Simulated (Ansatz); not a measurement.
PbS:
```yaml
crystal:
  lattice:
    - [4.21102, 0.00000, 0.00000]
    - [0.00000, 4.27179, 0.00000]
    - [0.00000, 0.00000, 32.00000]
  atoms:
    - { symbol: Pb, position: [0.00000, 0.99397, 0.45490] }
    - { symbol: Pb, position: [0.50000, 0.49397, 0.54510] }
    - { symbol: S, position: [0.00000, 0.94904, 0.53785] }
    - { symbol: S, position: [0.50000, 0.44904, 0.46215] }
```
Free-standing layer in the xy plane with vacuum along z and no interaction between images.

Relaxed with r²SCAN+D4.

Tabulate the total density of states from r²SCAN+D4 in the plane-wave PAW code Ansatz.

States/eV per cell of 4 atoms, means over 0.25 eV bins, energy of the bin centre from the valence-band maximum.

```
E (eV)  total
------  -----
-7.86    3.19
-7.61    3.65
-7.36    2.64
-7.11    2.94
-6.86    1.10
-6.61    0.77
-6.36    0.59
-6.11    0.48
-5.86    0.38
-5.61    0.25
-5.36    0.00
-5.11    0.00
-4.86    0.00
-4.61    0.00
-4.36    0.00
-4.11    0.44
-3.86    0.96
-3.61    1.04
-3.36    1.06
-3.11    2.40
-2.86    2.23
-2.61    4.31
-2.36    3.83
-2.11    3.11
-1.86    3.35
-1.61    4.34
-1.36    6.84
-1.11    2.98
-0.86    1.71
-0.61    3.45
-0.36    5.31
-0.11    0.65
0.14     0.00
0.39     0.00
0.64     0.00
0.89     0.00
1.14     0.00
1.39     0.00
1.64     0.00
1.89     0.00
2.14     0.04
2.39     1.75
2.64     4.38
2.89     1.72
3.14     2.15
3.39     2.26
3.64     3.98
3.89     3.25
4.14     3.62
4.39     4.18
```

Space group Pmn2_1 (puckered). The layer was cut from a bulk entry of the Materials Project (measured or hypothetical); whether that bulk phase is the ambient one, and whether the layer has been isolated, was not checked. Symmetry was held in the r²SCAN+D4 relaxation; whether a distortion lowers the energy is not shown. Spin–orbit coupling is left out wherever it is not named.

Potentials: the later of the program's two PAW sets.
